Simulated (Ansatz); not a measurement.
LiF:
```cif
data_FLi
_chemical_formula_sum 'Li1 F1'
_space_group_name_H-M_alt 'P 1'
_space_group_IT_number 1
_cell_length_a 2.76304
_cell_length_b 2.76304
_cell_length_c 2.76304
_cell_angle_alpha 60.000
_cell_angle_beta 60.000
_cell_angle_gamma 60.000
loop_
_space_group_symop_operation_xyz
  'x, y, z'
loop_
_atom_site_label
_atom_site_type_symbol
_atom_site_fract_x
_atom_site_fract_y
_atom_site_fract_z
_atom_site_occupancy
Li1 Li 0.00000 0.00000 0.00000 1
F1 F 0.50000 0.50000 0.50000 1
```

Relaxed with LDA.

### Question
Give the optical modes at the zone centre with their infrared and Raman activity from DFPT, LDA (plane waves, PAW; program Ansatz).

### Answer
Transverse frequencies, without the LO–TO term; a row sums one degenerate level.

```tsv
ω (cm⁻¹)	degeneracy	IR ((D/Å)²/amu)	Raman (Å⁴/amu)	activity	symmetry
339	3	14.73	0	IR	T1u
```

### Question
How high does the top mode go among those that the LO–TO term moves?

### Answer
668 cm⁻¹ for q along x.

Space group Fm-3m (rock salt). Symmetry was held in the LDA relaxation; phonons on a q-mesh show no instability.

Potentials: the earlier of the program's two PAW sets.
